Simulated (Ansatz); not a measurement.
**Zone-centre phonons of Hf$_{3}$Si$_{2}$: input and output**

Method: Ansatz 0.2.0, DFT LDA, scalar-relativistic, plane waves, PAW.

Launched with:
```bash
ansatz run input.yaml --threads 4 --pin off --max-ram 12288MiB --backend cpu --events-out ev --progress --plain --runs-dir out
```

Input (bare energies are in eV):
```yaml
crystal:
  lattice:
    - [6.9188800553, 0.0, 0.0]
    - [0.0, 6.9188800553, 0.0]
    - [0.0, 0.0, 3.5785555533]
  atoms:
    - { symbol: Hf, position: [0.6739816089, 0.8260183911, 0.5] }
    - { symbol: Hf, position: [0.8260183911, 0.3260183911, 0.5] }
    - { symbol: Hf, position: [0.3260183911, 0.1739816089, 0.5] }
    - { symbol: Hf, position: [0.1739816089, 0.6739816089, 0.5] }
    - { symbol: Hf, position: [0.5, 0.5, 0.0] }
    - { symbol: Hf, position: [0.0, 0.0, 0.0] }
    - { symbol: Si, position: [0.6237310724, 0.1237310724, 0.0] }
    - { symbol: Si, position: [0.8762689276, 0.6237310724, 0.0] }
    - { symbol: Si, position: [0.1237310724, 0.3762689276, 0.0] }
    - { symbol: Si, position: [0.3762689276, 0.8762689276, 0.0] }
basis:
  ecutwfc: 420
kpoints:
  mp_grid: { grid: [6, 6, 10] }
hamiltonian:
  xc: lda
scf:
  occupations: { method: fermi_dirac, width: 0.15 }
output:
  eigenvalues: true
phonons:
  method: dfpt
  eigenvectors: true
```

Results section of the output:
```
--- Phonons (Γ-DFPT): 6 representative perturbations + reference, on 120 of 360 k-points (Σ response iterations 22) ---
  k mesh reduced under 2 symmetry operations, with k and −k counted as one. Each operation leaves every solved displacement unchanged or reverses it
  ASR residual: 6.250e-4 → 0.000e0 eV/Å²; symmetrization residual: 1.353e-6 eV/Å²
  ASR residual per site (eV/Å²): 4.49e-4 4.49e-4 4.49e-4 4.49e-4 6.25e-4 6.25e-4 1.13e-5 1.13e-5 1.13e-5 1.13e-5
  Γ frequencies (cm⁻¹): 0.00 0.00 0.00 98.12 107.10 119.32 120.92 122.81 122.81 127.58 133.02 133.02 139.33 139.33 150.23 151.36 151.36 152.35 314.09 314.09 314.21 319.42 319.42 326.09 326.52 329.98 329.98 ...
  non-analytic LO–TO correction: not included (Born effective charges unavailable; polar crystals: no LO–TO splitting at Γ)
```

The run took 9.4 min on 4 threads of Oxide Virtual Turin-like Processor (Zen 5), on a shared host, peak memory 6 GiB.

In a metal, frequencies and elastic constants depend on the k mesh and the smearing, soft modes and shear constants most. Spin–orbit coupling is left out, which can shift energies with elements as heavy as these.